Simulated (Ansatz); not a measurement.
A plane-wave DFT run in Ansatz 0.2.0 (scalar-relativistic PAW potentials unless the input names others): input and command.

```yaml
crystal:
  lattice:
    - [7.560165, 0.189652, -0.066185]
    - [0.189652, 7.81616, 0.119619]
    - [-0.066185, 0.119619, 8.062796]
  atoms:
    - { symbol: Ge, position: [0.2920325706, 0.6040997233, 0.6316490999] }
    - { symbol: Ge, position: [0.5209564722, 0.684843912, 0.0353767574] }
    - { symbol: Ge, position: [0.2390314833, 0.0835182886, 0.538076256] }
    - { symbol: Ge, position: [0.1085001365, 0.7536901018, 0.0038835189] }
    - { symbol: Ge, position: [0.4142183871, 0.4844200846, 0.2298823219] }
    - { symbol: Ge, position: [0.3311297733, 0.8303895293, 0.3238097362] }
    - { symbol: Ge, position: [0.9169107806, 0.5471187327, 0.1407725976] }
    - { symbol: Ge, position: [0.860433898, 0.9747809518, 0.0899638473] }
    - { symbol: Ge, position: [0.8279468662, 0.8240330732, 0.8245064437] }
    - { symbol: Ge, position: [0.1802731939, 0.1599529043, 0.0440739113] }
    - { symbol: Ge, position: [0.5895823183, 0.6167263317, 0.7244851634] }
    - { symbol: Ge, position: [0.4200941681, 0.983948688, 0.8585454899] }
    - { symbol: Ge, position: [0.538686421, 0.3340265232, 0.8350070984] }
    - { symbol: Si, position: [0.9251698001, 0.494336898, 0.6293919214] }
    - { symbol: Si, position: [0.0822312029, 0.7840138152, 0.4569221634] }
    - { symbol: Si, position: [0.509634813, 0.2634478452, 0.5502749099] }
    - { symbol: Si, position: [0.0328134449, 0.3104690694, 0.3110979519] }
    - { symbol: Si, position: [0.7175506641, 0.2029001786, 0.2896801006] }
    - { symbol: Si, position: [0.8523638542, 0.2930518213, 0.9644321783] }
    - { symbol: Si, position: [0.6120431594, 0.886063472, 0.4940910623] }
    - { symbol: Si, position: [0.6862577145, 0.5259593575, 0.414699889] }
basis:
  ecutwfc: "300 eV"
  ecutrho_ratio: 9
kpoints:
  mp_grid: { grid: [3, 3, 3] }
hamiltonian:
  xc: pbe
scf:
  occupations: { method: fermi_dirac, width: 0.1861 }
output:
  forces: true
  eigenvalues: true
  stress: true
accuracy: high
```

```bash
ansatz run input.yaml --threads 2 --pin off --max-ram 5120MiB --backend cpu --events-out ev --progress --plain --runs-dir out
```

Abridged log:
```
Warning: basis.ecutwfc = 300 eV is below the records' recommended 420 eV, and the density's cutoff is lower with it unless basis.ecutrho_ratio is high enough to keep the records' density cutoff: compare with a run at a higher cutoff
band count auto-derived: 135 (N_el = 214.0; filled up to band 107; 129 by the electrons, moments and atoms)
Pseudopotentials: kind: paw
Pseudopotential: Ge, paw, valence charge 14, recommended cutoff 420 eV (normal)
Pseudopotential: Si, paw, valence charge 4, recommended cutoff 420 eV (normal)
Functional definition: PBE
Crystal: 21 atoms, lattice volume = 476.007 Å³
Basis set: ecut = 300 eV, 5613 PW (Γ), exchange–correlation on 150×160×160 points (8 copies of the dense FFT grid, shifted against one another)
Bands: 135, of which v1, the nominal top of the filled ones, is band 107 counted from 1 (106 counted from 0)
Symmetry: 1 space group operations
Space group: P1 (ITA 1), of the structure as read, at distance tolerance 7.8e-5 Å
k-points: 14 of 27 (time reversal used)
Initial density: superposition of atomic densities (neutral atoms: chi_scale 0, normalization atom), corrected by the library's trained network
Initial wavefunctions: pseudopotential atomic-orbital guess
Functional: x = pbe(κ = 0.804, μ = 0.21951497), c = pbe(β = 0.06672455)
SCF iter   1: F=—  HF=-60906.302328 eV  |F-HF|=—  |Δ(HF+E_count)|=         —  Δρ=2.41e-3  dr2=3.94e-2  ethr=1.77e-3  ⟨swp⟩=5.9  Hψ=7079  notcnv=0
SCF iter   2: F=—  HF=-60906.284408 eV  |F-HF|=—  |Δ(HF+E_count)|=   1.79e-2  Δρ=3.41e-3  dr2=3.93e-2  ethr=1.84e-5  ⟨swp⟩=2.0  Hψ=3716  notcnv=0
SCF iter   3: F=—  HF=-60906.241166 eV  |F-HF|=—  |Δ(HF+E_count)|=   4.32e-2  Δρ=6.12e-4  dr2=1.71e-3  ethr=1.84e-5  ⟨swp⟩=2.0  Hψ=3409  notcnv=0
SCF iter   4: F=—  HF=-60906.239026 eV  |F-HF|=—  |Δ(HF+E_count)|=   2.14e-3  Δρ=1.01e-4  dr2=8.84e-5  ethr=8.00e-7  ⟨swp⟩=2.0  Hψ=3402  notcnv=0
SCF iter   5: F=—  HF=-60906.238966 eV  |F-HF|=—  |Δ(HF+E_count)|=   6.03e-5  Δρ=3.13e-5  dr2=5.68e-6  ethr=4.13e-8  ⟨swp⟩=2.0  Hψ=3409  notcnv=0
SCF iter   6: F=—  HF=-60906.238969 eV  |F-HF|=—  |Δ(HF+E_count)|=   3.01e-6  Δρ=7.78e-6  dr2=4.18e-7  ethr=2.65e-9  ⟨swp⟩=2.0  Hψ=3414  notcnv=0
SCF iter   7: F=-60906.238969 eV  HF=-60906.238969 eV  |F-HF|=9.23e-9  |Δ(HF+E_count)|=   6.90e-8  Δρ=2.31e-6  dr2=2.89e-8  ethr=4.67e-11  ⟨swp⟩=6.4  Hψ=6884  notcnv=0
SCF iter   8: F=—  HF=-60906.238969 eV  |F-HF|=—  |Δ(HF+E_count)|=   6.52e-9  Δρ=7.39e-7  dr2=3.05e-9  ethr=1.35e-11  ⟨swp⟩=2.4  Hψ=3535  notcnv=0
SCF iter   9: F=—  HF=-60906.238969 eV  |F-HF|=—  |Δ(HF+E_count)|=  9.17e-10  Δρ=2.37e-7  dr2=3.03e-10  ethr=1.43e-12  ⟨swp⟩=2.0  Hψ=3407  notcnv=0
SCF iter  10: F=-60906.238969 eV  HF=-60906.238969 eV  |F-HF|=1.46e-11  |Δ(HF+E_count)|=  2.11e-10  Δρ=5.50e-8  dr2=2.19e-11  ethr=1.00e-12  ⟨swp⟩=4.0  Hψ=5537  notcnv=0
SCF 1 converged in 10 iterations: F = -60906.238969 eV  dr2 = 2.19e-11
SCF converged after 10 iterations
Free energy (F): -60906.238969 eV
Harris-Foulkes:  -60906.238969 eV  (|F-HF|=1.46e-11)
Internal energy: -60905.005037 eV  (E = F + TS)
E sigma→0 (E₀):  -60905.622003 eV
Entropy (-TS):   -1.233932 eV (-58.759 meV/atom)
Fermi energy:    7.162458 eV
--- Forces (eV/Å), atoms counted from 1 ---
  atom   1  Ge    -1.55261157    -0.39990393    -0.34186627
  atom   2  Ge     0.55287804     1.43586790    -0.77251703
  atom   3  Ge    -0.19100460     0.14408307     0.18001600
  atom   4  Ge     1.39378704     0.18797562    -0.33308208
  atom   5  Ge    -0.55051948    -1.54213915     1.16021586
  atom   6  Ge     1.91167982     0.34930918    -1.30698945
  atom   7  Ge    -0.85111822    -0.07840573     0.15087127
  atom   8  Ge    -0.42521539     1.00958926     0.97739492
  atom   9  Ge    -0.29707691    -0.16534834    -1.42139381
  atom  10  Ge    -0.43507527     0.07780257     0.16436859
  atom  11  Ge     1.43693356     1.22690298    -0.21438812
  atom  12  Ge    -0.25355869     0.23565424    -0.24254387
  atom  13  Ge     0.17731004    -1.56724570     1.39745624
  atom  14  Si     0.36327236     0.22212935    -0.11099330
  atom  15  Si    -2.42982148    -0.20612558     1.27140986
  atom  16  Si     0.15408602    -0.38034134    -1.18988231
  atom  17  Si     0.04484520    -0.97765988     0.82379835
  atom  18  Si     0.20620560     0.01872871     0.18907655
  atom  19  Si     0.17426345    -0.07496377    -0.19131543
  atom  20  Si     0.19185927     0.43325497     0.02446294
  atom  21  Si     0.37888210     0.05083555    -0.21409877
--- Stress (GPa, compression-positive) ---
       -0.788391       0.753279      -0.062783
        0.753279      -1.818285      -0.655446
       -0.062783      -0.655446      -0.677544
  P = ⅓ Tr σ = -1.0947 GPa (-10.947 kbar)
```

Apart from outputs and empty bands, the input differs from a reference run on usual settings in accuracy: not typed → "high"; basis.ecutrho_ratio: not typed → 9; basis.ecutwfc: 420 → "300 eV". The reference, at the same geometry (not necessarily relaxed), gave pressure -1.14 GPa, largest force 2.737 eV/Å, no gap on the mesh. This run converged in 10 SCF iterations (reference: 7) with an energy at zero smearing 85.59 meV/atom above the reference's, pressure -1.09 GPa, largest force 2.750 eV/Å, no gap on the mesh. Its cutoff is looser than usual, and the result moved.

Time: 41 s on 2 threads of Arm Neoverse V2 (shared host), peak memory 1.2 GiB.